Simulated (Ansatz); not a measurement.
Task: Each is relaxed and computed with the program Ansatz at the LDA level (PAW). Which alone has an imaginary phonon mode on a q-mesh?
A) BiClO, P4/nmm (Bi on 2c, Cl on 2c, O on 2a)
B) SrZrO3, cubic perovskite
C) SrO, rock salt
D) MgO, wurtzite

Result: B, SrZrO3, cubic perovskite. SrZrO3: gap 3.32 eV (indirect), lowest mode -194 cm⁻¹; SrO: gap 3.12 eV (indirect), lowest mode 0 cm⁻¹; BiClO: gap 2.54 eV (indirect), lowest mode 0 cm⁻¹; MgO: gap 3.54 eV (direct), lowest mode 0 cm⁻¹. Not the usual ambient phase: MgO, wurtzite. Standing as an ambient phase not checked: SrZrO3, cubic perovskite; BiClO, P4/nmm (Bi on 2c, Cl on 2c, O on 2a). Weakly bound layers, chains or molecules computed without a dispersion correction, so cells and soft constants are ill determined: BiClO, P4/nmm (Bi on 2c, Cl on 2c, O on 2a). Unstable at this level: SrZrO3, cubic perovskite. All cells were relaxed under the symmetry of their starts (and spin orders); stability against distortions was not tested throughout. Rows with no word on spin ran without spin polarisation. Spin–orbit coupling is left out wherever it is not named.

Potentials: the later of the program's two PAW sets.
